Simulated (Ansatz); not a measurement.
The relaxed structure here is a generated cell of Si2W: the first start was made by a random draw of sites in a space group, and the end was not matched to a known phase here, so it may be hypothetical. Known forms of Si2W include space group No. 139.

A relaxed structure of Si2W. Space group Fm-3m (No. 225). Calculation: PBE (plane waves to 420 eV, PAW, scalar-relativistic; Ansatz, a quantum-chemistry and plane-wave program).

```cif
data_Si24W12
_chemical_formula_sum 'Si24 W12'
_space_group_name_H-M_alt 'Fm-3m'
_space_group_IT_number 225
_space_group_name_Hall '-F 4 2 3'
_cell_length_a 9.35672
_cell_length_b 9.35672
_cell_length_c 9.35672
_cell_angle_alpha 90.000
_cell_angle_beta 90.000
_cell_angle_gamma 90.000
loop_
_atom_site_label
_atom_site_type_symbol
_atom_site_symmetry_multiplicity
_atom_site_Wyckoff_symbol
_atom_site_fract_x
_atom_site_fract_y
_atom_site_fract_z
_atom_site_occupancy
Si1 Si 24 d 0.00000 0.25000 0.25000 1
W1 W 8 c 0.25000 0.25000 0.25000 1
W2 W 4 a 0.00000 0.00000 0.00000 1
```
(The calculation used a cell of 9 atoms; values per cell refer to that cell.)

What band gap does PBE give?

No gap on the sampled points, where the bands overlap only slightly; such a result is sensitive to mesh and level.

No spin polarisation in the result. Spin-orbit coupling is missing; with elements this heavy it can move band edges by tenths of an eV or more.

The run could not lower the symmetry of its start; a shaken copy of this end point relaxes with PBE to P1 (No. 1), 1.09 eV/atom lower.
